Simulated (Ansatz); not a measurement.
This run works on a generated trial structure, not on a known crystal.

Input and command of a plane-wave DFT calculation in Ansatz:

```yaml
crystal:
  lattice:
    - [2.7482167245, 0.0, 0.0]
    - [-1.3741083623, 2.3800254986, 0.0]
    - [0.0, 0.0, 29.0170206942]
  atoms:
    - { symbol: Ta, position: [0.0, 0.0, 0.231183744] }
    - { symbol: Si, position: [0.0, 0.0, 0.3202167657] }
  periodic: [true, true, false]
basis:
  ecutwfc: 420
kpoints:
  mp_grid: { grid: [24, 24, 1] }
hamiltonian:
  xc: pbe
scf:
  occupations: { method: gaussian, width: 0.1 }
output:
  forces: true
  stress: true
  eigenvalues: true
relax:
  adjacent_minimum: "off"
  f_tol: 0.01
  max_steps: 80
  cell: { stress_2d_tol: 0.02 }
```

```bash
ansatz run input.yaml --threads 1 --pin off --max-ram 2048MiB --backend cpu --events-out ev --progress --plain --runs-dir out
```

Processor: Arm Neoverse V1, 1 thread, on a host shared with other jobs.

Question: How long does it run, and how much memory does it take?

Answer: About 96 s, peak memory 0.49 GiB. It solves 13 bands at 61 k points (after reduction by symmetry) with about 3703 plane waves (on the last cell), in 39 SCF iterations over 5 ionic steps.
